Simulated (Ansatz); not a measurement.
Values for one crystal, relaxed and computed with r²SCAN (plane waves, PAW; program Ansatz); other levels are named.

* **Volume per atom**: 14.77 Å³
* **Band gap**: 2.50 eV (indirect)
* **Conduction-band minimum**: at X (3 equivalent valleys)
* **Electron effective mass**: 0.67, 0.67, 2.7 mₑ (principal values)
* **Hole effective mass, band 2 of 3 at the edge**: 1.3 along [100], 1.8 along [110], 1.6 along [111] (mₑ)
* **Hole effective mass with spin–orbit coupling, band 2 of 2 at the edge**: 1.3 along [100], 1.5 along [110], 1.7 along [111] (mₑ)
* **Hole effective mass, band 1 of 3 at the edge**: 19 along [100], 3.5 along [110], 2.7 along [111] (mₑ)

Which compound is it?
(A) CdIn2O4, spinel
(B) Ba2CaMoO6, Fm-3m (Ba on 8c, Ca on 4a, Mo on 4b, O on 24e)
(C) CaO, zinc blende
(D) V2O5, Pmmn (V on 4e, O on 2a, O on 4e, O on 4e)

B, Ba2CaMoO6, Fm-3m (Ba on 8c, Ca on 4a, Mo on 4b, O on 24e)

The first step of the workflow began from a Materials Project structure, measured or hypothetical; the Crystallography Open Database files this formula in space group No. 225, but the cells were not matched. Its standing as an ambient phase is unchecked. The r²SCAN relaxation kept the symmetry of its start; whether a distortion lowers the energy is not shown. The run is not spin-polarised. No Hubbard U is applied. Spin–orbit coupling is left out wherever it is not named.

Potentials: the later of the program's two PAW sets.
